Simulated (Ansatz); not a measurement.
The elements of this relaxed trial crystal are hidden behind letters.

```
lattice vectors (Å)
   3.5423    0.0000    0.0000
   0.0000    3.5423    0.0000
   0.0000    0.0000    8.8760
fractional positions
X 0.0000 0.5000 0.7545
X 0.5000 0.0000 0.2455
Z 0.5000 0.5000 0.0000
Z 0.0000 0.5000 0.4237
Z 0.5000 0.0000 0.5763
Q 0.0000 0.0000 0.0000
```

All numbers below come from Ansatz 0.2.0, DFT PBE, scalar-relativistic, plane waves, PAW. Cutoff 420 eV, Γ-centred 10×10×4 mesh (6-atom cell), Gaussian smearing of 0.10 eV, no spin polarisation.

```
Space group                                : P-4m2 (No. 115)
Conventional cell                          : a = 3.542 Å, c = 8.876 Å
Volume per atom                            : 18.56 Å³
Density                                    : 10.08 g/cm³
Formation energy                           : −0.20 eV/atom
Gap on the 10×10×4 mesh of the 6-atom cell : 0 eV (a metal)
```

Energies are uncorrected and count from the elements' standard states at the same level.

**Question.** X is a d-block element of period 6, Z is a p-block element of period 4 and Q is a d-block element of period 5. Which elements are they?

**Answer.** X = Hf, Z = Ge, Q = Ru, so the formula is Hf2Ge3Ru. Density times volume gives a mean mass of 10.08 × 18.56/1.6605 = 112.7 u per atom, and this set has 112.7 u. Around Hf lie 2 Ru at 2.81 Å, 7 Ge at 2.81–2.96 Å and 4 Hf at 3.54 Å; around Ge on a site of symmetry -4m2 lie 4 Ru at 2.50 Å and 4 Hf at 2.81 Å; around Ru lie 4 Ge at 2.50 Å and 4 Hf at 2.81 Å; 1 more site not described. Other sets within the hints have nearly the same mass, so mass alone doesn't settle it; this one was computed.

Spin–orbit coupling, which can matter for Hf, is left out. A structure relaxed within its symmetry needn't be a true minimum. Another cell of Hf2Ge3Ru relaxed alike, in P4/mmm, lies 148 meV/atom lower, so this cell isn't the stable form at this level.
